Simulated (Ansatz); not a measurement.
Ca:
```yaml
crystal:
  lattice:
    - [-2.21244, 2.21244, 2.21244]
    - [2.21244, -2.21244, 2.21244]
    - [2.21244, 2.21244, -2.21244]
  atoms:
    - { symbol: Ca, position: [0.00000, 0.00000, 0.00000] }
```

Relaxed with r²SCAN.

Question: Map the electron localisation function on the plane through (0.000, 0.000, 0.000) spanned by u = [1, 1, 0] and v = [1, -1, 0] in lattice vectors, from r²SCAN (plane waves, PAW; program Ansatz).

Answer: x is the fraction of u, y of v (the angle between them is 90°; rows are the nearest grid lines); atoms in the plane: Ca at (0.00, 0.00), Ca at (0.50, 0.50).
```
|%%@@%=  .=***=.  =%@@%%|
|%@@@%-  .=***=.  -%@@@%|
|@@@%=   -+*#*+-   =%@@@|
|%%#=.  .=**#**=.  .=#%%|
|=-:    :=*****=:    :-=|
|    .:-----:-----:.    |
|...:---:.     .:---:...|
|=====:.         .:=====|
|***=:   .=*#*=.   :=***|
|#*+-   :*%@@@%*:   -+*#|
|#*+:  .*@@@@@@@*.  :+*#|
|**=.  =%@@@%@@@%=  .=**|
|**=.  =%@@@%@@@%=  .=**|
|#*+:  .*@@@@@@@*.  :+*#|
|#*+-   :*%@@@%*:   -+*#|
|***=:   .=*#*=.   :=***|
|=====:.         .:=====|
|...:---:.     .:---:...|
|    .:-----:-----:.    |
|=-:    :=*****=:    :-=|
|%%#=.  .=**#**=.  .=#%%|
|@@@%=   -+*#*+-   =%@@@|
|%@@@%-  .=***=.  -%@@@%|
|%%@@%=  .=***=.  =%@@%%|
```
Scale: ten equal steps from 0.042 (start of ' ') to 0.865 (end of '@'), in the order ' .:-=+*#%@'; x runs from 0.000 to 1.00, y from 0.000 (bottom) to 1.00 (top).

The density is the valence pseudo-density with augmentation charge, so density and ELF within about 1 Å of a nucleus are not all-electron values.

Space group Im-3m (bcc (W type)). This is a known high-temperature phase of the composition, computed here at zero pressure and temperature. The r²SCAN relaxation kept the symmetry of its start; whether a distortion lowers the energy is not shown.

Potentials: the later of the program's two PAW sets.
